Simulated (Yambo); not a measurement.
Ba2LaTaO6 (space group C2/m, No. 12), G0W0@PBEsol in Yambo with this input:

```
rim_cut
gw0
dyson
el_el_corr
HF_and_locXC
ppa
em1d
RandQpts= 1000000
RandGvec= 1 Ry
EXXRLvcs= 110 Ry
VXCRLvcs= 440 Ry
Chimod= "HARTREE"
% BndsRnXp
 2 | 310 |
%
NGsBlkXp= 8 Ry
% LongDrXp
 1.0 | 1.0 | 1.0 |
%
PPAPntXp= 27.2114 eV
% GbndRnge
 1 | 310 |
%
GTermKind= "BG"
DysSolver= "n"
ExtendOut
```

On a 2×2×2 mesh, with wavefunctions cut at 110 Ry, the gap ((0, -0.5, -0.5) → (-0.5, -0.5, 0)) is 5.197 eV and the valence edge shifts by -0.569 eV.

Task: What happens with this change: 3 Ry block?

Result: The gap rises by 0.048 eV, to 5.245 eV; the shift of the valence edge becomes -0.517 eV. Neither run is shown to be the converged limit. In the run with 310 bands and a 8 Ry block, which covers more k points, the smallest G0W0 gap is 5.12 eV, (0, -0.5, -0.5) → Γ.

Spin-orbit coupling is not included.

Geometry of the Materials Project entry, not relaxed at this level; primitive cell a = 6.089 Å, b = 6.089 Å, c = 6.171 Å, α = 119.93°, β = 119.93°, γ = 60.05°.

The structure is a Materials Project entry; no match was found in the copy of COD used, and its stability was not checked.

A shift is the quasiparticle energy of the state minus its PBEsol energy.
